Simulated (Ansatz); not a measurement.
B (space group R-3m)

```xyz
12
Lattice="2.4381 1.4077 4.1664 -2.4381 1.4077 4.1664 0.0000 -2.8153 4.1664" Properties=species:S:1:pos:R:3 pbc="T T T"
B     -1.5683     0.9054     2.8126
B      1.5683    -0.9054     9.6867
B      0.0000    -1.8109     2.8126
B      0.0000     1.8109     9.6867
B      1.5683     0.9054     2.8126
B     -1.5683    -0.9054     9.6867
B     -0.9953     0.5746     4.4705
B      0.9953    -0.5746     8.0288
B      0.0000    -1.1492     4.4705
B      0.0000     1.1492     8.0288
B      0.9953     0.5746     4.4705
B     -0.9953    -0.5746     8.0288
```

The slice is a (0001) plane (indices of the conventional cell) through the point (0.778, 0.778, 0.370) (fractional), spanned by u = [1 0 -1] and v = [-1 2 -1] in vectors of this cell: u (4.88 Å) and v (8.45 Å, at 90° to u). It covers one period; positions are fractions (u, v).

Method: PBEsol (plane waves to 420 eV, PAW, scalar-relativistic; Ansatz, a program for electronic structure). k mesh 7×7×7. Near the nuclei the fields are pseudised (PAW); where an atom keeps semicore shells as valence, they peak there. B was relaxed with its symmetry unable to fall.

Problem. Sketch the density of the lowest conduction band (whole band as if filled, smooth part) on this plane as a map.

Solution. 
```tsv
v \ u	0.00	0.17	0.33	0.50	0.67	0.83
0.90	0.060	0.022	0.048	0.028	0.058	0.023
0.80	0.028	0.038	0.030	0.035	0.038	0.023
0.70	0.034	0.050	0.037	0.053	0.018	0.021
0.60	0.017	0.019	0.037	0.006	0.016	0.008
0.50	0.021	0.065	0.054	0.008	0.016	0.024
0.40	0.028	0.058	0.023	0.060	0.022	0.048
0.30	0.035	0.038	0.023	0.028	0.038	0.030
0.20	0.053	0.018	0.021	0.034	0.050	0.037
0.10	0.006	0.016	0.008	0.017	0.019	0.037
0.00	0.008	0.016	0.024	0.021	0.065	0.054
```

Values: density of the lowest conduction band (whole band as if filled, smooth part) in e/Å³.
